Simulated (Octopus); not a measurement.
Mo (Im-3m, No. 229):
```
CELL_PARAMETERS angstrom
     -1.58381     1.58381     1.58381
      1.58381    -1.58381     1.58381
      1.58381     1.58381    -1.58381
ATOMIC_POSITIONS crystal
  Mo 0.00000 0.00000 0.00000
```
The cell is a database entry, not relaxed again.

All numbers are Octopus results at the level LDA (grid spacing about 0.15 Å, Γ-centred 12×12×12 k-mesh, Fermi-Dirac smearing of 0.1 eV, no spin polarisation; PseudoDojo 0.4 LDA potentials), not measurements.

### Question
What band gap does LDA give on the standard high-symmetry path?

### Answer
none: the highest band that would be full and the next one overlap by 5.3 eV.
